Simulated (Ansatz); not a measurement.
input.yaml

```yaml
crystal:
  lattice:
    - [5.7606628216, 0.0, 0.0]
    - [-2.8803314108, 4.9888803461, 0.0]
    - [0.0, 0.0, 24.3127614977]
  atoms:
    - { symbol: Ag, position: [0.3333333333, 0.1666666667, 0.3290453041] }
    - { symbol: Ag, position: [0.3333333333, 0.6666666667, 0.3290453041] }
    - { symbol: Ag, position: [0.8333333333, 0.1666666667, 0.3290453041] }
    - { symbol: Ag, position: [0.8333333333, 0.6666666667, 0.3290453041] }
    - { symbol: Ag, position: [0.6665761405, 0.3331089521, 0.4254333867] }
    - { symbol: Ag, position: [0.6666191204, 0.8335041564, 0.4254774101] }
    - { symbol: Ag, position: [0.1661571651, 0.3329562944, 0.4254546725] }
    - { symbol: Ag, position: [0.1664527134, 0.8333637543, 0.4270099834] }
    - { symbol: Ag, position: [0.0013917581, 0.5024452169, 0.5220116383] }
    - { symbol: Ag, position: [0.0004239486, -0.0013304098, 0.5220029415] }
    - { symbol: Ag, position: [0.4995102729, 0.4998528397, 0.5188427649] }
    - { symbol: Ag, position: [0.4969640191, -0.0016795282, 0.5220845155] }
    - { symbol: B, position: [0.8330872872, 0.1665542015, 0.5929629541] }
    - { symbol: H, position: [0.9530642095, 0.4039845094, 0.6066333284] }
    - { symbol: H, position: [0.950562173, 0.0464317834, 0.6066799164] }
    - { symbol: H, position: [0.5956262946, 0.0492331376, 0.6066045187] }
basis:
  ecutwfc: 420
kpoints:
  mp_grid: { grid: [4, 4, 1] }
hamiltonian:
  xc: pbe
  dispersion: d3bj
scf:
  occupations: { method: gaussian, width: 0.1 }
output:
  forces: true
  eigenvalues: true
  write_density: true
  volumetric_format: npy
efield:
  axis: 3
  dipole_correction: true
  ramp_width: 0.04
```

Command:
```bash
ansatz run input.yaml --threads 4 --pin off --max-ram 10240MiB --backend cpu --events-out ev --progress --plain --runs-dir out
```

Method: DFT PBE+D3(BJ), scalar-relativistic, plane waves, PAW in Ansatz 0.2.0.

Abridged output (iterations and final results):

```
SCF iter   1: F=—  HF=-91292.331937 eV  |F-HF|=—  |Δ(HF+E_count)|=         —  Δρ=2.53e-3  dr2=7.56e-1  ethr=1.77e-3  p=-0.034 e·Å  D=-8.81e-3 V/Å  ΔV_dip=0.21 eV  dr2_dipole=2.85e-1  V_vac-E_F(+/−)=4.85/4.63 eV  ⟨swp⟩=7.1  Hψ=5808  notcnv=0  defer=88
efield: sawtooth ramp at fractional position 0.9479 (placed from the atoms, in the widest stretch of the axis that holds none; the zero of the levels goes with the place), width 0.0400; the density the first Hamiltonian is built on has a dipole p = -0.034 e·Å; the dipole correction subtracts the counter field D = -8.81e-3 V/Å, which shifts the + side's vacuum level by +0.21 eV against the − side's; the planar-averaged density in the ramp window peaks in size at 5.6e-6 e/Å³
SCF iter   2: F=—  HF=-91292.392495 eV  |F-HF|=—  |Δ(HF+E_count)|=   6.06e-2  Δρ=3.84e-3  dr2=6.61e-1  ethr=3.23e-4  p=-0.187 e·Å  D=-4.85e-2 V/Å  ΔV_dip=1.18 eV  dr2_dipole=2.85e-1  V_vac-E_F(+/−)=5.36/4.19 eV  ⟨swp⟩=3.0  Hψ=2380  notcnv=0  defer=168
SCF iter   3: F=—  HF=-91292.327942 eV  |F-HF|=—  |Δ(HF+E_count)|=   6.46e-2  Δρ=1.69e-3  dr2=7.81e-2  ethr=2.83e-4  p=-0.124 e·Å  D=-3.20e-2 V/Å  ΔV_dip=0.78 eV  dr2_dipole=2.78e-2  V_vac-E_F(+/−)=5.15/4.37 eV  ⟨swp⟩=2.0  Hψ=1292  notcnv=0  defer=168
SCF iter   4: F=—  HF=-91292.317392 eV  |F-HF|=—  |Δ(HF+E_count)|=   1.05e-2  Δρ=6.29e-4  dr2=5.81e-3  ethr=3.34e-5  p=-0.079 e·Å  D=-2.06e-2 V/Å  ΔV_dip=0.50 eV  dr2_dipole=3.48e-4  V_vac-E_F(+/−)=4.97/4.47 eV  ⟨swp⟩=2.0  Hψ=2043  notcnv=0  defer=159
SCF iter   5: F=—  HF=-91292.316335 eV  |F-HF|=—  |Δ(HF+E_count)|=   1.06e-3  Δρ=1.92e-4  dr2=4.84e-4  ethr=2.48e-6  p=-0.078 e·Å  D=-2.02e-2 V/Å  ΔV_dip=0.49 eV  dr2_dipole=9.01e-5  V_vac-E_F(+/−)=4.99/4.50 eV  ⟨swp⟩=2.4  Hψ=1941  notcnv=0  defer=159
SCF iter   6: F=—  HF=-91292.316333 eV  |F-HF|=—  |Δ(HF+E_count)|=   1.41e-6  Δρ=8.08e-5  dr2=4.64e-5  ethr=2.07e-7  p=-0.079 e·Å  D=-2.03e-2 V/Å  ΔV_dip=0.49 eV  dr2_dipole=7.92e-8  V_vac-E_F(+/−)=5.00/4.50 eV  ⟨swp⟩=2.0  Hψ=1924  notcnv=0  defer=159
SCF iter   7: F=—  HF=-91292.316399 eV  |F-HF|=—  |Δ(HF+E_count)|=   6.55e-5  Δρ=3.30e-5  dr2=8.08e-6  ethr=1.98e-8  p=-0.078 e·Å  D=-2.02e-2 V/Å  ΔV_dip=0.49 eV  dr2_dipole=6.05e-7  V_vac-E_F(+/−)=5.00/4.50 eV  ⟨swp⟩=2.0  Hψ=2473  notcnv=0  defer=152
SCF iter   8: F=—  HF=-91292.316400 eV  |F-HF|=—  |Δ(HF+E_count)|=   1.50e-6  Δρ=1.02e-5  dr2=7.82e-7  ethr=3.45e-9  p=-0.078 e·Å  D=-2.02e-2 V/Å  ΔV_dip=0.49 eV  dr2_dipole=1.38e-8  V_vac-E_F(+/−)=5.00/4.50 eV  ⟨swp⟩=2.4  Hψ=2362  notcnv=0  defer=152
SCF iter   9: F=-91292.316401 eV  HF=-91292.316401 eV  |F-HF|=2.13e-7  |Δ(HF+E_count)|=   5.60e-7  Δρ=3.85e-6  dr2=9.32e-8  ethr=4.27e-11  p=-0.078 e·Å  D=-2.03e-2 V/Å  ΔV_dip=0.49 eV  dr2_dipole=1.01e-9  V_vac-E_F(+/−)=5.00/4.50 eV  ⟨swp⟩=15.5  Hψ=8693  notcnv=0
SCF 1 converged in 9 iterations: F = -91292.316401 eV  dr2 = 9.32e-8
SCF converged after 9 iterations
Free energy (F): -91292.316401 eV
Harris-Foulkes:  -91292.316401 eV  (|F-HF|=2.13e-7)
Internal energy: -91292.285185 eV  (E = F + TS)
E sigma→0 (E₀):  -91292.300793 eV
Entropy (-TS):   -0.031216 eV (-1.951 meV/atom)
Fermi energy:    1.955158 eV
Dipole field:    D = -0.020275 V/Å  (p = -0.078290 e·Å, saw-weighted, corrected)
Work function:   Φ+ = 4.9971 eV   Φ− = 4.5042 eV
Levels:          The Fermi level and band energies are counted from a zero that moves with the ramp; work functions are not
--- Per-component energies (eV) ---
  E_band       = -6310.883931
  E_kinetic    = 6418.530354
  E_local      = -380290.882324  (includes V_loc(G=0)·N_el)
  E_nonlocal   = 977.400051
  E_hartree    = 187211.192142
  E_xc         = -2275.128221
  E_vxc        = -2888.158308  (∫ρ·V_xc dr)
  E_paw        = -46905.959015  (= ΣΔE_a)
  E_vpaw       = -4945.774263  (= ΣTr[D̂ρ^β])
  E_aug_tail   = 0.000009  (compensation charges beyond the density's cutoff)
  E_efield     = 0.000794  (sawtooth field / dipole correction)
  E_vefield    = -4.383399  (∫n·V_field dr)
  E_ewald      = 143577.893154
  E_disp       = -5.332130  (pairwise vdW)
  E_smearing   = -0.031216  (= −TS)
--- Forces (eV/Å), atoms counted from 1 ---
  atom   1  Ag    -0.00056919    -0.05232183    -0.00972712
  atom   2  Ag    -0.04542100     0.02580611    -0.00688962
  atom   3  Ag    -0.00048033    -0.00084880     0.01558210
  atom   4  Ag     0.04433742     0.02617612    -0.00826929
  atom   5  Ag     0.01222674    -0.00566475     0.00043009
  atom   6  Ag    -0.00481962     0.01038256    -0.01198635
  atom   7  Ag    -0.01196194     0.00023163    -0.01128963
  atom   8  Ag     0.00414075    -0.00430918    -0.01086523
  atom   9  Ag    -0.01835853    -0.01460292     0.00962606
  atom  10  Ag     0.00585257    -0.00180647     0.01307764
  atom  11  Ag     0.01374941    -0.00716101     0.01147578
  atom  12  Ag     0.00452646     0.02216159     0.00296210
  atom  13  B      0.01607771    -0.00567260     0.00362690
  atom  14  H     -0.00232947     0.01520492     0.00180735
  atom  15  H     -0.00304428     0.00364489    -0.00478104
  atom  16  H     -0.01392760    -0.01122045     0.00532562
--- Band table (eV; the first three rows and the last of 10) ---
  k-point 0: bands = ["-89.9741", "-89.9648", "-89.9637", "-89.9503", "-89.9409", "-89.9403", "-89.9194", "-89.7796", "-89.7566", "-89.7490", "-89.7487", "-89.7003", "-53.5443", "-53.5076", "-53.4991", "-53.4985", "-53.4835", "-53.4802", "-53.4797", "-53.4507", "-53.4502", "-53.4221", "-53.4176", "-53.4173", "-53.4068", "-53.3982", "-53.3978", "-53.3975", "-53.3928", "-53.3926", "-53.3845", "-53.3526", "-53.3524", "-53.3187", "-53.3186", "-53.3080", "-53.2367", "-53.2259", "-53.2258", "-53.2160", "-53.2136", "-53.2071", "-53.2068", "-53.1881", "-53.1880", "-53.1820", "-53.1793", "-53.1792", "-7.1732", "-5.1433", "-4.3037", "-4.2485", "-4.2478", "-4.2422", "-4.1885", "-4.1877", "-4.1219", "-4 ...
  k-point 1: bands = ["-89.9729", "-89.9654", "-89.9643", "-89.9489", "-89.9420", "-89.9405", "-89.9196", "-89.7792", "-89.7559", "-89.7501", "-89.7487", "-89.7004", "-53.5330", "-53.4965", "-53.4903", "-53.4885", "-53.4789", "-53.4732", "-53.4705", "-53.4531", "-53.4483", "-53.4251", "-53.4243", "-53.4194", "-53.4085", "-53.4064", "-53.4003", "-53.3996", "-53.3966", "-53.3949", "-53.3860", "-53.3689", "-53.3566", "-53.3105", "-53.3048", "-53.2949", "-53.2368", "-53.2358", "-53.2294", "-53.2169", "-53.2129", "-53.2080", "-53.2067", "-53.2060", "-53.1925", "-53.1845", "-53.1818", "-53.1807", "-7.1077", "-4.7756", "-4.1234", "-4.0901", "-4.0608", "-4.0442", "-3.9802", "-3.9608", "-3.9237", "-3 ...
  k-point 2: bands = ["-89.9711", "-89.9669", "-89.9644", "-89.9465", "-89.9441", "-89.9405", "-89.9199", "-89.7787", "-89.7547", "-89.7518", "-89.7487", "-89.7004", "-53.5183", "-53.4870", "-53.4799", "-53.4795", "-53.4732", "-53.4626", "-53.4561", "-53.4434", "-53.4418", "-53.4390", "-53.4365", "-53.4225", "-53.4169", "-53.4165", "-53.4091", "-53.4053", "-53.3951", "-53.3932", "-53.3913", "-53.3830", "-53.3617", "-53.2998", "-53.2855", "-53.2691", "-53.2470", "-53.2430", "-53.2395", "-53.2352", "-53.2115", "-53.2109", "-53.2093", "-53.2066", "-53.1996", "-53.1899", "-53.1823", "-53.1818", "-7.0425", "-4.2013", "-4.0667", "-3.8639", "-3.8437", "-3.7763", "-3.7723", "-3.6699", "-3.6177", "-3 ...
  k-point 9: bands = ["-89.9701", "-89.9687", "-89.9637", "-89.9468", "-89.9433", "-89.9409", "-89.9198", "-89.7787", "-89.7549", "-89.7513", "-89.7490", "-89.7004", "-53.5175", "-53.4886", "-53.4803", "-53.4787", "-53.4726", "-53.4631", "-53.4571", "-53.4433", "-53.4410", "-53.4392", "-53.4359", "-53.4221", "-53.4172", "-53.4171", "-53.4094", "-53.4051", "-53.3943", "-53.3931", "-53.3917", "-53.3834", "-53.3614", "-53.2997", "-53.2857", "-53.2691", "-53.2472", "-53.2425", "-53.2397", "-53.2352", "-53.2118", "-53.2106", "-53.2087", "-53.2068", "-53.1999", "-53.1899", "-53.1823", "-53.1818", "-7.0427", "-4.2000", "-4.0676", "-3.8638", "-3.8419", "-3.7779", "-3.7720", "-3.6684", "-3.6194", "-3 ...
```

Self-consistency was reached.

The run took 37 s on 4 threads of AMD EPYC 7R43 64-Core Processor (Zen 3), with other jobs on the host, peak memory 2.2 GiB.